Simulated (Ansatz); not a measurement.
Polymorphs of Cu$_{3}$Sb, each relaxed with plane-wave PAW PBEsol (Ansatz code):

A: Pmmn
a = 4.1932 Å, b = 5.3510 Å, c = 5.1197 Å, α = β = γ = 90.00°

```csv
atom,site,symmetry,x,y,z
Cu,2b,mm2,0.5000,0.0000,0.2753
Cu,4e,m..,0.0000,0.2464,0.1442
Sb,2a,mm2,0.0000,0.0000,0.6496
```

B: P6/mmm
a = b = 4.447 Å, c = 4.856 Å, α = β = 90.00°, γ = 120.00°

| atom | site | symmetry | x | y | z |
|---|---|---|---|---|---|
| Sb | 1a | 6/mmm | 0.0000 | 0.0000 | 0.0000 |
| Cu | 1b | 6/mmm | 0.0000 | 0.0000 | 0.5000 |
| Cu | 2c | -6m2 | 0.3333 | 0.6667 | 0.0000 |

**Question.** Order them by energy per atom at 0 K (lowest first) at the level PBEsol.

**Answer.** A (+0 meV/atom), B (+449 meV/atom)

Typed or built starts, not in the databases checked: B. Standing as an ambient phase not checked: A. Unstable at this level: B. All cells were relaxed under the symmetry of their starts (and spin orders); stability against distortions was not tested throughout. Rows with no word on spin ran without spin polarisation. Spin–orbit coupling is left out wherever it is not named.

Energies hold the estimated change up to a 700 eV cutoff; steps of a few meV lie near the error of the meshes.

Potentials: the later of the program's two PAW sets.
